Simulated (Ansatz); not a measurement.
KTaO$_{3}$:
```xyz
5
Lattice="3.9514 0.0000 0.0000 0.0000 3.9514 0.0000 0.0000 0.0000 3.9514" Properties=species:S:1:pos:R:3 pbc="T T T"
K      1.9757     1.9757     1.9757
Ta     0.0000     0.0000     0.0000
O      0.0000     1.9757     0.0000
O      1.9757     0.0000     0.0000
O      0.0000     0.0000     1.9757
```

Cartesian axes are those of the cell as given.

Problem. Give the high-frequency dielectric tensor and the Born effective charge tensors of the independent atoms from DFPT, LDA (plane waves, PAW; program Ansatz).

Solution. 
ε∞:
```
5.43  0.00  0.00
0.00  5.43  0.00
0.00  0.00  5.43
```
Z* of atom 1 (K), rows: field, columns: displacement, in e:
```
1.15  0.00  0.00
0.00  1.15  0.00
0.00  0.00  1.15
```
Z* of atom 2 (Ta), rows: field, columns: displacement, in e:
```
8.72  0.00  0.00
0.00  8.72  0.00
0.00  0.00  8.72
```
Z* of atom 3 (O), rows: field, columns: displacement, in e:
```
-1.69   0.00   0.00
 0.00  -6.50   0.00
 0.00   0.00  -1.69
```

Space group Pm-3m (cubic perovskite). The cell was relaxed with LDA under the symmetry of its start. The run is not spin-polarised. Scalar-relativistic: spin–orbit coupling is off unless named, which matters more the heavier the elements.

Potentials: the earlier of the program's two PAW sets. The files were generated under PBE; for other functionals the program regenerates the frozen cores, and for LDA and PBEsol the local potential too.
